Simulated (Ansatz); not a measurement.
An Ansatz (an electronic-structure program) run. Input:

Ansatz 0.2 input:
```yaml
crystal:
  lattice:
    - [-2.5803949689, 2.5803949689, 2.5803949689]
    - [2.5803949689, -2.5803949689, 2.5803949689]
    - [2.5803949689, 2.5803949689, -2.5803949689]
  atoms:
    - { symbol: K, position: [0.0, 0.0, 0.0] }
kpoints:
  mp_grid: { grid: [23, 23, 23] }
hamiltonian:
  xc: pbe
  dispersion: d3bj
  pseudopotentials: { kind: paw }
scf:
  occupations: { method: fermi_dirac, width: 0.1 }
elastic: { mode: relaxed_ion, stencil: two_point, amplitude: 0.005, f_tol: 0.0005 }
```

Output (shortened):

```
Pseudopotential: K, paw, valence charge 9
Functional definition: PBE
Crystal: 1 atoms, lattice volume = 68.726 Å³
Basis set: ecut = 420 eV, 1409 PW (Γ), exchange–correlation on 60×60×60 points (8 copies of the dense FFT grid, shifted against one another)
Bands: 9, of which v1, the nominal top of the filled ones, is band 5 counted from 1 (4 counted from 0)
Symmetry: 48 space group operations
Space group: Im-3m (ITA 229), of the structure as read, at distance tolerance 4.1e-5 Å
k-points: 364 of 12167
SCF iter   1: F=—  HF=-1537.914004 eV  |F-HF|=—  |Δ(HF+E_count)|=         —  Δρ=2.73e-4  dr2=2.70e-5  ethr=1.77e-3  ⟨swp⟩=5.1  Hψ=23937  notcnv=0
preconditioner: auto → Kerker (q_TF=auto, 1.944 Å⁻¹)
SCF iter   2: F=—  HF=-1537.913789 eV  |F-HF|=—  |Δ(HF+E_count)|=   2.14e-4  Δρ=2.27e-4  dr2=3.54e-5  ethr=3.00e-7  ⟨swp⟩=2.6  Hψ=8541  notcnv=0
SCF iter   3: F=—  HF=-1537.913830 eV  |F-HF|=—  |Δ(HF+E_count)|=   4.08e-5  Δρ=8.11e-5  dr2=5.90e-6  ethr=3.00e-7  ⟨swp⟩=2.0  Hψ=4580  notcnv=0
SCF iter   4: F=—  HF=-1537.913842 eV  |F-HF|=—  |Δ(HF+E_count)|=   1.23e-5  Δρ=3.80e-5  dr2=8.02e-7  ethr=6.55e-8  ⟨swp⟩=2.0  Hψ=4687  notcnv=0
SCF iter   5: F=—  HF=-1537.913843 eV  |F-HF|=—  |Δ(HF+E_count)|=   7.57e-7  Δρ=1.03e-5  dr2=6.74e-8  ethr=8.91e-9  ⟨swp⟩=1.7  Hψ=3629  notcnv=0
SCF iter   6: F=—  HF=-1537.913843 eV  |F-HF|=—  |Δ(HF+E_count)|=   8.93e-9  Δρ=9.06e-7  dr2=6.93e-10  ethr=7.49e-10  ⟨swp⟩=2.8  Hψ=4962  notcnv=0
SCF iter   7: F=—  HF=-1537.913843 eV  |F-HF|=—  |Δ(HF+E_count)|=  7.39e-10  Δρ=2.02e-7  dr2=1.96e-11  ethr=7.69e-12  ⟨swp⟩=2.6  Hψ=5084  notcnv=0
SCF iter   8: F=—  HF=-1537.913843 eV  |F-HF|=—  |Δ(HF+E_count)|=  2.34e-11  Δρ=5.09e-8  dr2=1.46e-12  ethr=2.17e-13 (applied; sched 1.00e-12)  ⟨swp⟩=2.6  Hψ=5070  notcnv=0
SCF iter  10: F=-1537.913843 eV  HF=-1537.913843 eV  |F-HF|=9.09e-13  |Δ(HF+E_count)|=  6.82e-13  Δρ=1.03e-9  dr2=1.01e-15  ethr=1.00e-12  ⟨swp⟩=3.7  Hψ=8655  notcnv=0
SCF 1 converged in 10 iterations: F = -1537.913843 eV  dr2 = 1.01e-15
Crystal: 1 atoms, lattice volume = 68.382 Å³
Basis set: ecut = 420 eV, 1369 PW (Γ), exchange–correlation on 60×60×60 points (8 copies of the dense FFT grid, shifted against one another)
Symmetry: 16 space group operations
k-points: 936 of 12167
iter 1 solved again at ethr=3.67e-7 eV; its pass at ethr=3.10e-3 eV (dr2=3.30e-5 eV) is discarded
SCF iter   1: F=—  HF=-1537.913789 eV  |F-HF|=—  |Δ(HF+E_count)|=         —  Δρ=2.02e-5  dr2=7.12e-7  ethr=3.67e-7  ⟨swp⟩=3.2  Hψ=71147  notcnv=0
preconditioner: auto → Kerker (q_TF=auto, 1.946 Å⁻¹)
SCF iter   2: F=—  HF=-1537.913788 eV  |F-HF|=—  |Δ(HF+E_count)|=   1.28e-6  Δρ=1.40e-5  dr2=3.66e-7  ethr=7.91e-9  ⟨swp⟩=1.0  Hψ=8447  notcnv=0
SCF iter   3: F=—  HF=-1537.913788 eV  |F-HF|=—  |Δ(HF+E_count)|=   4.13e-8  Δρ=3.98e-6  dr2=2.74e-8  ethr=4.07e-9  ⟨swp⟩=2.4  Hψ=11591  notcnv=0
SCF iter   4: F=—  HF=-1537.913788 eV  |F-HF|=—  |Δ(HF+E_count)|=   9.65e-9  Δρ=1.20e-6  dr2=1.52e-9  ethr=3.04e-10  ⟨swp⟩=1.9  Hψ=9789  notcnv=0
SCF iter   5: F=—  HF=-1537.913788 eV  |F-HF|=—  |Δ(HF+E_count)|=   1.05e-9  Δρ=2.99e-7  dr2=1.11e-10  ethr=1.68e-11  ⟨swp⟩=1.6  Hψ=9014  notcnv=0
SCF iter   6: F=—  HF=-1537.913788 eV  |F-HF|=—  |Δ(HF+E_count)|=  8.21e-11  Δρ=8.40e-8  dr2=7.26e-12  ethr=1.24e-12  ⟨swp⟩=1.6  Hψ=9244  notcnv=0
SCF iter   7: F=—  HF=-1537.913788 eV  |F-HF|=—  |Δ(HF+E_count)|=  4.09e-12  Δρ=2.02e-8  dr2=3.94e-13  ethr=8.07e-14 (applied; sched 1.00e-12)  ⟨swp⟩=2.6  Hψ=12400  notcnv=0
SCF iter   8: F=-1537.913788 eV  HF=-1537.913788 eV  |F-HF|=4.55e-13  |Δ(HF+E_count)|=  6.82e-13  Δρ=4.15e-9  dr2=1.52e-14  ethr=1.00e-12  ⟨swp⟩=4.0  Hψ=24255  notcnv=0
SCF 2 converged in 8 iterations: F = -1537.913788 eV  dr2 = 1.52e-14
Crystal: 1 atoms, lattice volume = 69.069 Å³
iter 1 solved again at ethr=7.09e-12 eV; its pass at ethr=3.10e-3 eV (dr2=6.38e-10 eV) is discarded
SCF iter   1: F=—  HF=-1537.913848 eV  |F-HF|=—  |Δ(HF+E_count)|=         —  Δρ=2.70e-6  dr2=3.68e-10  ethr=7.09e-12  ⟨swp⟩=3.2  Hψ=70920  notcnv=0
preconditioner: auto → Kerker (q_TF=auto, 1.943 Å⁻¹)
SCF iter   2: F=—  HF=-1537.913847 eV  |F-HF|=—  |Δ(HF+E_count)|=   1.09e-6  Δρ=1.38e-6  dr2=1.67e-10  ethr=4.09e-12  ⟨swp⟩=2.6  Hψ=12999  notcnv=0
SCF iter   3: F=—  HF=-1537.913847 eV  |F-HF|=—  |Δ(HF+E_count)|=   2.33e-8  Δρ=2.07e-7  dr2=1.87e-11  ethr=1.86e-12  ⟨swp⟩=2.6  Hψ=12118  notcnv=0
SCF iter   4: F=—  HF=-1537.913847 eV  |F-HF|=—  |Δ(HF+E_count)|=  4.35e-10  Δρ=3.00e-8  dr2=8.09e-13  ethr=2.08e-13 (applied; sched 1.00e-12)  ⟨swp⟩=1.6  Hψ=9057  notcnv=0
SCF iter   5: F=—  HF=-1537.913847 eV  |F-HF|=—  |Δ(HF+E_count)|=  3.41e-12  Δρ=1.09e-8  dr2=1.13e-13  ethr=8.99e-15 (applied; sched 1.00e-12)  ⟨swp⟩=2.0  Hψ=10268  notcnv=0
SCF iter   6: F=-1537.913847 eV  HF=-1537.913847 eV  |F-HF|=0.00e0  |Δ(HF+E_count)|=    0.00e0  Δρ=3.39e-9  dr2=2.73e-15  ethr=1.00e-12  ⟨swp⟩=3.6  Hψ=22682  notcnv=0
SCF 3 converged in 6 iterations: F = -1537.913847 eV  dr2 = 2.73e-15
Crystal: 1 atoms, lattice volume = 68.725 Å³
Symmetry: 8 space group operations
k-points: 1728 of 12167
iter 1 solved again at ethr=2.74e-7 eV; its pass at ethr=3.10e-3 eV (dr2=2.46e-5 eV) is discarded
SCF iter   1: F=—  HF=-1537.913828 eV  |F-HF|=—  |Δ(HF+E_count)|=         —  Δρ=1.21e-5  dr2=2.37e-7  ethr=2.74e-7  ⟨swp⟩=3.0  Hψ=128740  notcnv=0
preconditioner: auto → Kerker (q_TF=auto, 1.944 Å⁻¹)
SCF iter   2: F=—  HF=-1537.913826 eV  |F-HF|=—  |Δ(HF+E_count)|=   1.71e-6  Δρ=9.33e-6  dr2=1.55e-7  ethr=2.63e-9  ⟨swp⟩=1.3  Hψ=17412  notcnv=0
SCF iter   3: F=—  HF=-1537.913826 eV  |F-HF|=—  |Δ(HF+E_count)|=   1.11e-7  Δρ=3.22e-6  dr2=2.05e-9  ethr=1.73e-9  ⟨swp⟩=2.6  Hψ=23865  notcnv=0
SCF iter   4: F=—  HF=-1537.913826 eV  |F-HF|=—  |Δ(HF+E_count)|=   1.11e-8  Δρ=5.72e-7  dr2=1.05e-10  ethr=2.28e-11  ⟨swp⟩=2.5  Hψ=23885  notcnv=0
SCF iter   5: F=—  HF=-1537.913826 eV  |F-HF|=—  |Δ(HF+E_count)|=  3.45e-10  Δρ=1.25e-7  dr2=8.02e-12  ethr=1.17e-12  ⟨swp⟩=2.6  Hψ=22833  notcnv=0
SCF iter   6: F=—  HF=-1537.913826 eV  |F-HF|=—  |Δ(HF+E_count)|=  1.59e-12  Δρ=1.28e-8  dr2=1.08e-13  ethr=8.91e-14 (applied; sched 1.00e-12)  ⟨swp⟩=2.5  Hψ=23663  notcnv=0
SCF iter   7: F=-1537.913826 eV  HF=-1537.913826 eV  |F-HF|=2.27e-13  |Δ(HF+E_count)|=  2.27e-13  Δρ=2.27e-9  dr2=5.87e-15  ethr=1.00e-12  ⟨swp⟩=4.0  Hψ=41936  notcnv=0
SCF 4 converged in 7 iterations: F = -1537.913826 eV  dr2 = 5.87e-15
Crystal: 1 atoms, lattice volume = 68.725 Å³
iter 1 solved again at ethr=1.01e-12 eV; its pass at ethr=3.10e-3 eV (dr2=9.13e-11 eV) is discarded
SCF iter   1: F=—  HF=-1537.913828 eV  |F-HF|=—  |Δ(HF+E_count)|=         —  Δρ=8.40e-7  dr2=6.10e-11  ethr=1.01e-12  ⟨swp⟩=3.2  Hψ=132098  notcnv=0
preconditioner: auto → Kerker (q_TF=auto, 1.944 Å⁻¹)
SCF iter   2: F=—  HF=-1537.913826 eV  |F-HF|=—  |Δ(HF+E_count)|=   1.05e-6  Δρ=4.33e-7  dr2=2.74e-11  ethr=6.78e-13 (applied; sched 1.00e-12)  ⟨swp⟩=2.0  Hψ=24101  notcnv=0
SCF iter   3: F=—  HF=-1537.913826 eV  |F-HF|=—  |Δ(HF+E_count)|=   2.31e-9  Δρ=6.85e-8  dr2=2.84e-12  ethr=3.04e-13 (applied; sched 1.00e-12)  ⟨swp⟩=2.6  Hψ=22390  notcnv=0
SCF iter   4: F=—  HF=-1537.913826 eV  |F-HF|=—  |Δ(HF+E_count)|=  3.82e-11  Δρ=1.89e-8  dr2=2.04e-13  ethr=3.15e-14 (applied; sched 1.00e-12)  ⟨swp⟩=1.6  Hψ=16699  notcnv=0
SCF iter   5: F=-1537.913826 eV  HF=-1537.913826 eV  |F-HF|=2.27e-13  |Δ(HF+E_count)|=  2.73e-12  Δρ=4.75e-9  dr2=1.56e-14  ethr=1.00e-12  ⟨swp⟩=4.0  Hψ=44562  notcnv=0
SCF 5 converged in 5 iterations: F = -1537.913826 eV  dr2 = 1.56e-14
SCF converged after 10 iterations
Free energy (F): -1537.913843 eV
Harris-Foulkes:  -1537.913843 eV  (|F-HF|=9.09e-13)
Internal energy: -1537.888877 eV  (E = F + TS)
E sigma→0 (E₀):  -1537.901360 eV
Entropy (-TS):   -0.024966 eV (-24.966 meV/atom)
Fermi energy:    2.051185 eV
--- Per-component energies (eV) ---
  E_band       = -140.008503
  E_kinetic    = 252.403119
  E_local      = -739.050232  (includes V_loc(G=0)·N_el)
  E_nonlocal   = 12.976110
  E_hartree    = 262.887713
  E_xc         = -133.873114
  E_vxc        = -163.192908  (∫ρ·V_xc dr)
  E_paw        = -781.865922  (= ΣΔE_a)
  E_vpaw       = -28.920014  (= ΣTr[D̂ρ^β])
  E_aug_tail   = -0.000003  (compensation charges beyond the density's cutoff)
  E_ewald      = -411.244930
  E_disp       = -0.121619  (pairwise vdW)
  E_smearing   = -0.024966  (= −TS)
  E_closure    = 0.000000  (closes the sum)
  Σ components = -1537.913843   (vs F -1537.913843, Δ=0.00e0)
  [band-id]    e_kinetic+e_local+e_nonlocal+2·e_hartree+e_vxc+e_vpaw+e_augmentation_tail = -140.008503   (vs E_band -140.008503, Δ=4.79e-7)
--- Forces (eV/Å), atoms counted from 1 ---
  atom   1  K      0.00000000     0.00000000     0.00000000
  max |Σ_I F_I| component: 0.0 eV/Å
--- Stress (GPa, compression-positive) ---
        0.013688       0.000000       0.000000
        0.000000       0.013688       0.000000
        0.000000       0.000000       0.013688
  P = ⅓ Tr σ = 0.0137 GPa (0.137 kbar)
--- Band table (eV; the first three rows and the last of 364) ---
  k-point 0: bands = ["-30.0430", "-13.4879", "-13.4879", "-13.4879", "-0.2064", "6.3961", "6.3961", "6.3961", "7.3346"]
  k-point 1: bands = ["-30.0429", "-13.4895", "-13.4884", "-13.4879", "-0.1814", "6.3629", "6.3658", "6.4163", "7.2785"]
  k-point 2: bands = ["-30.0426", "-13.4942", "-13.4900", "-13.4879", "-0.1070", "6.2537", "6.2704", "6.4767", "7.1662"]
  k-point 363: bands = ["-30.0329", "-13.5493", "-13.5490", "-13.5490", "3.6563", "3.6919", "5.6944", "5.7016", "5.7016"]
--- Elastic constants: 2 strain directions × 2 members + reference (group order 48) ---
  dense FFT box of the reference and of every strained cell: 30×30×30
  strains applied: 11, 23; error gains: componentwise 1.00 (the most a stress slope's error grows in a printed constant), spectral 1.73 (1 for all six strains …
  pairwise dispersion correction: d3bj (s6 = 1.0, s8 = 0.7875, a1 = 0.4289, a2_bohr = 4.4407), with the weights of each atom's references fixed at the …
  C = ∂σ_k/∂η_j (tension-positive GPa; Voigt order 11 22 33 23 13 12):
         4.746      3.872      3.872      0.000      0.000      0.000
         3.872      4.746      3.872      0.000      0.000      0.000
         3.872      3.872      4.746      0.000      0.000      0.000
         0.000      0.000      0.000      3.110      0.000      0.000
         0.000      0.000      0.000      0.000      3.110      0.000
         0.000      0.000      0.000      0.000      0.000      3.110
  reference stress σ⁰ (GPa):     -0.014     -0.014     -0.014      0.000      0.000      0.000
  C* (energy form; C + prestress term) asymmetry max|C*_kj − C*_jk| = 1.776e-15 GPa — a small one proves nothing (zero by symmetry where the batch's group is …
  moduli (Voigt/Reuss/Hill, GPa): K = 4.16/4.16/4.16   G = 2.04/0.90/1.47   E = 3.95   ν = 0.342
  mechanically stable: yes (min eigenvalue of sym C = 0.87 GPa)
  where every solve meets its electron count the energy-path curvature estimates C_jj along a normal strain and C_jj − ¼(σ⁰_aa + σ⁰_bb) along a shear (ab), of …
  strain η (Voigt 11):  stress-route row diagonal C_11 = 4.75 GPa, energy-path curvature d²(F+E_count+ΔE)/dδ²/Ω₀ = 4.75 GPa
         δ    σ_11 (GPa)             F (eV)   n_scf  n_hpsi   n_pw
    -5.000e-3      -0.0378       -1537.9137881       8  168459   1369   relax 0 steps, max|allowed force component| 0.00e0 eV/Å
     5.000e-3       0.0096       -1537.9138474       6  150654   1409   relax 0 steps, max|allowed force component| 0.00e0 eV/Å
  strain η (Voigt 23):  stress-route row diagonal C_44 = 3.11 GPa, energy-path curvature d²(F+E_count+ΔE)/dδ²/Ω₀ = 3.12 GPa
         δ    σ_23 (GPa)             F (eV)   n_scf  n_hpsi   n_pw
    -5.000e-3      -0.0155       -1537.9138265       7  305674   1409   relax 0 steps, max|allowed force component| 0.00e0 eV/Å
     5.000e-3       0.0155       -1537.9138265       5  263170   1409   relax 0 steps, max|allowed force component| 0.00e0 eV/Å
```

Cost: about 2.7 core-minutes (a rough figure) on shared cores.

The PBE+D3(BJ) relaxation kept the symmetry of its start. The pairwise dispersion correction was not fitted to metals. As this level gives no gap, shear constants depend on the k-mesh and smearing (Fermi–Dirac, 0.1 eV here).

Potentials: the later of the program's two PAW sets.

Ansatz is a plane-wave DFT program.
